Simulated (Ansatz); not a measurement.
**CrB$_{2}$: zone-centre modes at 2 GPa**

Computed with DFT LDA, scalar-relativistic, plane waves, PAW (Ansatz 0.2.0). Plane waves to 420 eV; Γ-centred k mesh 18×18×14; Fermi-Dirac smearing of 0.15 eV. No spin polarisation. Phonons by linear response, acoustic sum rule imposed.

The cell, relaxed at 2 GPa:
```
CELL_PARAMETERS angstrom
2.94160 0.00000 0.00000
-1.47080 2.54750 0.00000
0.00000 0.00000 2.85387
ATOMIC_POSITIONS crystal
Cr 0.00000 0.00000 0.00000
B 0.33333 0.66667 0.50000
B 0.66667 0.33333 0.50000
```

In a metal, frequencies and elastic constants depend on the k mesh and the smearing, soft modes and shear constants most. Spin polarisation was left out, and a magnetic state may lie lower.

Problem. Is this structure stable against zone-centre distortions?

Solution. Yes, at Γ: no optical mode is imaginary. Strains and other wave vectors aren't tested by this run.

Problem. List the optical modes at Γ (i marks imaginary ones).

Solution.
| frequency (cm⁻¹) | degeneracy |
| --- | --- |
| 447 | 2 |
| 458 | 1 |
| 559 | 1 |
| 955 | 2 |

Cost: 1 run of about 1.2 core-minutes, on Arm Neoverse V2 (shared hosts).